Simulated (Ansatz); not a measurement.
Sn (diamond)

```yaml
crystal:
  lattice:
    - [0.00000, 3.32792, 3.32792]
    - [3.32792, 0.00000, 3.32792]
    - [3.32792, 3.32792, 0.00000]
  atoms:
    - { symbol: Sn, position: [0.25000, 0.25000, 0.25000] }
    - { symbol: Sn, position: [0.00000, 0.00000, 0.00000] }
```

The slice is a {111} plane (indices of the conventional cell) through the point (0.000, 0.000, 0.000) (fractional), spanned by u = [100] and v = [-1 2 0] in vectors of this cell: u (4.71 Å) and v (8.15 Å, at 90° to u). It covers one period; positions are fractions (u, v).

Calculation: PBE (plane waves to 420 eV, PAW, scalar-relativistic; Ansatz, a first-principles code). k mesh 12×12×12. Inside the PAW spheres the values are not all-electron values, and peaks at nuclei hang on which shells count as valence. Sn was relaxed with its symmetry unable to fall. The PAW data are Ansatz's earlier set. The relaxed volume of Sn is well above the measured one; the method has no dispersion term.

**Question.** Sketch the electrostatic potential energy of an electron, from the cell's mean on this plane as a map.

**Answer.** 
```tsv
v \ u	0.00	0.14	0.29	0.43	0.57	0.71	0.86
0.88	<-3.0	-2.3	3.9	5.4	5.4	3.9	-2.3
0.75	<-3.0	0.5	4.4	5.1	5.1	4.4	0.5
0.62	<-3.0	-2.3	1.0	<-3.0	<-3.0	1.0	-2.3
0.50	3.8	3.2	<-3.0	x	x	<-3.0	3.2
0.38	5.6	5.0	1.6	<-3.0	<-3.0	1.6	5.0
0.25	5.1	5.0	3.0	-2.2	-2.2	3.0	5.0
0.12	<-3.0	-2.3	1.0	<-3.0	<-3.0	1.0	-2.3
0.00	x	x	0.2	3.8	3.8	0.2	x
```

Values: electrostatic potential energy of an electron, from the cell's mean, in eV. Points within 1 Å of a nucleus are blanked (x), as the pseudised field means little there. Values under -3 eV are set to -3. The zero, the cell's mean, hangs on the PAW cores.
